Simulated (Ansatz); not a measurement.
The elements of this relaxed trial crystal are hidden behind letters.

```
lattice vectors (Å)
   4.5623   -4.4663    0.0000
   4.5623    4.4663    0.0000
  -4.4061    0.0000    6.3539
fractional positions
X 0.2441 0.7395 0.4976
X 0.7395 0.2441 0.4976
X 0.9855 0.9855 0.9847
Z 0.4612 0.4612 0.9818
Q 0.5096 0.0280 0.0064
Q 0.0280 0.5096 0.0064
Q 0.7618 0.7618 0.5002
Q 0.2701 0.2701 0.5254
```

The calculation used DFT PBE, scalar-relativistic, plane waves, PAW (Ansatz 0.2.0). Cutoff 420 eV, Γ-centred 6×6×6 mesh (8-atom cell), Gaussian smearing of 0.01 eV, no spin polarisation.

* Space group: Cm (No. 8)
* Conventional cell: a = 9.125 Å, b = 8.933 Å, c = 7.732 Å, β = 124.7°
* Volume per atom: 32.37 Å³
* Density: 6.02 g/cm³
* Energy over the elements: −0.229 eV/atom
* Gap on the 6×6×6 mesh of the 8-atom cell: 0.15 eV

Energies are uncorrected and count from the elements' standard states at the same level.

Q: X is a p-block element of period 5, Z is a p-block element of period 4 and Q is a p-block element of period 5. Which elements are they?

A: X = Sn, Z = Ge, Q = Te, so the formula is Sn3GeTe4. Density times volume gives a mean mass of 6.02 × 32.37/1.6605 = 117.4 u per atom, and this set has 117.4 u. Sn on a site of symmetry 1 has 6 Te at 3.09–3.31 Å; Ge has 3 Te at 2.85–2.91 Å, 1 Te at 3.33 Å and 2 Te at 3.56 Å; Te on a site of symmetry 1 has 1 Ge at 2.85 Å, 4 Sn at 3.11–3.29 Å and 1 Ge at 3.56 Å; 3 more sites not described. Other sets within the hints have nearly the same mass, so mass alone doesn't settle it; this one was computed.

Spin–orbit coupling, which can matter for Te, is left out. Kohn–Sham gaps at this level usually fall short of measured ones. The missing spin–orbit coupling can work the other way here. This cell was reached by moving the atoms of another relaxed cell at random and relaxing again, last within the group found; it had no such test of its own.
